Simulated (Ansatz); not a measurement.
## Review of an SCF result for Ni

System: Ni, a measured crystal structure (space group Fm-3m, primitive cell doubled); the cell holds 2 atoms. The computed pressure is over 10 GPa in size, so the cell is far from the computed equilibrium volume. Source: COD entry 2102248; the sample's temperature and pressure aren't taken into account, and it need not be the stable phase.

Computed with Ansatz development build ahead of 0.2.0, DFT, r2SCAN, PAW, plane waves, scalar-relativistic.

```yaml
crystal:
  lattice:
    - [0.0, -1.77935, -1.77935]
    - [-3.5587, -1.77935, -1.77935]
    - [0.0, 1.77935, -1.77935]
  atoms:
    - { symbol: Ni, position: [0.0, 0.0, 0.0], spin: 2.0 }
    - { symbol: Ni, position: [0.0, 0.5, 0.5], spin: -2.0 }
magnetization:
  spin_polarized: true
hamiltonian:
  xc: r2scan
  pseudopotentials: { kind: paw }
basis:
  ecutwfc: 500
kpoints:
  mp_grid: { grid: [14, 8, 11] }
scf:
  occupations: { method: fermi_dirac, width: 0.05 }
  lower_state_search: "off"
output:
  forces: true
  stress: true
```

Wall time and machine: 40 s on 2 threads of Arm Neoverse V2, with other jobs on the host, peak memory 0.6 GiB.

The end of the output:

```
SCF converged after 33 iterations
Magnetization: 0.0000 μB (18.0000 up, 18.0000 down)
Absolute magnetization: 0.6139 μB (∫|ρ↑−ρ↓|, with the PAW one-centre terms)
Spin contamination: 0.2734 ħ² per cell (⟨S²⟩ above its minimum at these occupations)
Per-site moments (μB) at R_I (Å): [(0.2996, 1.0380), (-0.2996, 1.0380)]
Free energy (F): -11690.290512 eV
Harris-Foulkes:  -11690.290512 eV  (|F-HF|=2.26e-9)
Internal energy: -11690.249446 eV  (E = F + TS)
E sigma→0 (E₀):  -11690.269979 eV
Entropy (-TS):   -0.041066 eV (-20.533 meV/atom)
Fermi energy:    16.995646 eV
--- Forces (eV/Å), atoms counted from 1 ---
  atom   1  Ni     0.00000000    -0.00000000     0.00000000
  atom   2  Ni     0.00000000    -0.00000000     0.00000000
--- Stress (GPa, compression-positive) ---
      -14.574494      -0.025830      -0.025830
       -0.025814     -14.535533       0.189884
       -0.025814       0.189884     -14.535533
  P = ⅓ Tr σ = -14.5485 GPa (-145.485 kbar)
```

The mesh has less symmetry than the lattice, which lowers the symmetry of the run.

r2SCAN tends to overstate moments and magnetic energies in itinerant metals.

Site moments are taken inside atomic spheres and don't add up to the total.

Has the SCF ended in the lowest solution? If not, by how much is it too high?

No. A state 118 meV/atom (0.235 eV per cell) lower exists in this cell: ferromagnetic, site moments Ni1 0.85, Ni2 0.85 μB, total 1.57 μB per cell, no gap on the k-mesh. It was reached from: parallel moments, default search for lower states [Ni1 2.00, Ni2 2.00 μB]; a moment on one site alone, plain SCF [Ni1 2.00 μB]. The wrong state matters: the pressure is -12.5 GPa there against -14.5 GPa here. Signs that this run gave and the runs to the lower state didn't: a notice that it had met a lower free energy on its way. This multiple of the primitive cell fits some opposed orders; other multiples fit others. Orders that need a larger cell or non-collinear spins weren't tried.
